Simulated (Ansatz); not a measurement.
Given:

GaPt:
```
GaPt
1.0
    4.90264     0.00000     0.00000
    0.00000     4.90264     0.00000
    0.00000     0.00000     4.90264
Ga Pt
4 4
Direct
  0.09320   0.09320   0.09320
  0.40680   0.90680   0.59320
  0.59320   0.40680   0.90680
  0.90680   0.59320   0.40680
  0.39799   0.39799   0.39799
  0.10201   0.60201   0.89799
  0.89799   0.10201   0.60201
  0.60201   0.89799   0.10201
```

This is the PBEsol-relaxed structure.

All from PBEsol in the plane-wave PAW code Ansatz, unless another level is named. Give the Hill bulk and shear moduli.

194 and 62.7 GPa.

Next, the elastic constants (relaxed ions, GPa)?

C11 = 279, C12 = 151, C44 = 61.7.

Next, the highest zone-centre frequency?

229 cm⁻¹.

Space group P2_13. The workflow started from a Materials Project entry (that database holds measured and hypothetical structures alike); the Crystallography Open Database copy checked does not list it. With Ga and Pt taken as one species the cell has the higher symmetry Pa-3, so it may be an ordered model of a mixed-site phase. Its standing as an ambient phase is unchecked. The cell was relaxed with PBEsol under the symmetry of its start; of distortions, only those at the zone centre were tested. The run is not spin-polarised. As this level gives no gap, shear constants depend on the k-mesh and smearing (Fermi–Dirac, 0.1 eV here). As this level gives no gap, phonon frequencies hold no LO–TO term and depend on the k-mesh and smearing (Fermi–Dirac, 0.1 eV here). Scalar-relativistic: spin–orbit coupling is off unless named, which matters more the heavier the elements.

Potentials: the later of the program's two PAW sets.
